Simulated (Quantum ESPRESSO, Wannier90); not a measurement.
# AlAsO₄ (I-4): Wannier90 run

```xyz
6
Lattice="5.0781 0.0000 0.0000 0.0000 5.0781 0.0000 -2.5390 -2.5390 3.7641" Properties=species:S:1:pos:R:3 pbc="T T T"
Al     0.0000     0.0000     0.0000
As     0.0000    -2.5390     1.8820
O      0.6643    -1.3114     0.9440
O     -1.3114    -0.6643    -0.9440
O     -0.6643     1.3114     0.9440
O      1.3114     0.6643    -0.9440
```

Structure: Materials Project mp-7849, symmetrised, not relaxed again. Not found in the COD (Crystallography Open Database) copy used, which has the formula in other groups; not checked further. Computed values, not measurements, from PBEsol: Quantum ESPRESSO (norm-conserving PseudoDojo potentials, cutoff 68 Ry, spinors with spin-orbit coupling) on a Γ-centred 4×4×4 mesh, then Wannier90. Density: 8×8×8 mesh, cold smearing 0.01 Ry.

A tight-binding model is made by disentanglement and projection with no localisation steps (num_iter = 0), so the 48 orbitals stay atom-like: hydrogen-like Al: s;p; As: s;p; O: s;p, axes along x, y, z; frozen window up to 6.08 eV relative to the valence-band maximum. It follows pw.x to 2.3 meV rms for states up to 5.6 eV relative to the valence-band maximum. Matrix elements depend on this choice of orbitals and windows.

The 30 largest hoppings ⟨m,0|H|n,R⟩ between different sites (one of each Hermitian pair; signs follow the real orbitals' lobes; the list may end inside a set of equal values):

| m | n | R | distance of the centres (Å) | t (eV) | Im t (eV) |
|---|---|---|---|---|---|
| O3 s↑ | As2 py↑ | 0 0 0 | 1.77 | -3.312 | 0.000 |
| O3 s↓ | As2 py↓ | 0 0 0 | 1.77 | -3.312 | 0.000 |
| As2 px↑ | O6 s↑ | 0 0 1 | 1.77 | 3.312 | 0.000 |
| As2 px↓ | O6 s↓ | 0 0 1 | 1.77 | 3.312 | 0.000 |
| O5 s↑ | As2 py↑ | 0 1 0 | 1.77 | 3.312 | 0.000 |
| O5 s↓ | As2 py↓ | 0 1 0 | 1.77 | 3.312 | 0.000 |
| As2 px↑ | O4 s↑ | 1 0 1 | 1.77 | -3.312 | 0.000 |
| As2 px↓ | O4 s↓ | 1 0 1 | 1.77 | -3.312 | 0.000 |
| O3 py↑ | As2 s↑ | 0 0 0 | 1.67 | 2.985 | 0.001 |
| O3 py↓ | As2 s↓ | 0 0 0 | 1.67 | 2.985 | -0.001 |
| As2 s↑ | O6 px↑ | 0 0 1 | 1.67 | -2.985 | 0.001 |
| As2 s↓ | O6 px↓ | 0 0 1 | 1.67 | -2.985 | -0.001 |
| O5 py↑ | As2 s↑ | 0 1 0 | 1.67 | -2.985 | -0.001 |
| O5 py↓ | As2 s↓ | 0 1 0 | 1.67 | -2.985 | 0.001 |
| As2 s↑ | O4 px↑ | 1 0 1 | 1.67 | 2.985 | -0.001 |
| As2 s↓ | O4 px↓ | 1 0 1 | 1.67 | 2.985 | 0.001 |
| O4 s↑ | Al1 px↑ | 0 0 0 | 1.94 | 2.715 | 0.000 |
| O6 s↑ | Al1 px↑ | 0 0 0 | 1.94 | -2.715 | 0.000 |
| O3 s↓ | Al1 py↓ | 0 0 0 | 1.94 | 2.715 | 0.000 |
| O5 s↓ | Al1 py↓ | 0 0 0 | 1.94 | -2.715 | 0.000 |
| O4 s↓ | Al1 px↓ | 0 0 0 | 1.94 | 2.715 | 0.000 |
| O6 s↓ | Al1 px↓ | 0 0 0 | 1.94 | -2.715 | 0.000 |
| O3 s↑ | Al1 py↑ | 0 0 0 | 1.94 | 2.715 | 0.000 |
| O5 s↑ | Al1 py↑ | 0 0 0 | 1.94 | -2.715 | 0.000 |
| O3 pz↑ | As2 py↑ | 0 0 0 | 1.76 | -2.603 | -0.008 |
| O3 pz↓ | As2 py↓ | 0 0 0 | 1.76 | -2.603 | 0.008 |
| As2 px↑ | O6 pz↑ | 0 0 1 | 1.76 | -2.603 | 0.008 |
| As2 px↓ | O6 pz↓ | 0 0 1 | 1.76 | -2.603 | -0.008 |
| O5 pz↑ | As2 py↑ | 0 1 0 | 1.76 | 2.603 | 0.008 |
| O5 pz↓ | As2 py↓ | 0 1 0 | 1.76 | 2.603 | -0.008 |
